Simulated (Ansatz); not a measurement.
An element in the sc structure gives these cold pressures by all-electron LAPW under LDA (Ansatz 0.2.0, scalar-relativistic, no spin polarisation).

```json
{"V (Å³/atom)": "16.58", "P (GPa)": "0.01"}
{"V (Å³/atom)": "15.75", "P (GPa)": "5.13"}
{"V (Å³/atom)": "14.10", "P (GPa)": "19.93"}
{"V (Å³/atom)": "12.44", "P (GPa)": "44.9"}
{"V (Å³/atom)": "10.78", "P (GPa)": "85.7"}
{"V (Å³/atom)": "9.12", "P (GPa)": "162.4"}
{"V (Å³/atom)": "7.46", "P (GPa)": "330.5"}
{"V (Å³/atom)": "6.63", "P (GPa)": "486.4"}
```

Task: Which element is it?

Result: Ti. Its zero-pressure volume in this structure is near 16.6 Å³/atom; the volume and the steepness of P(V) together point to it, though neighbours can come close. This is the case that was computed; others weren't tested.
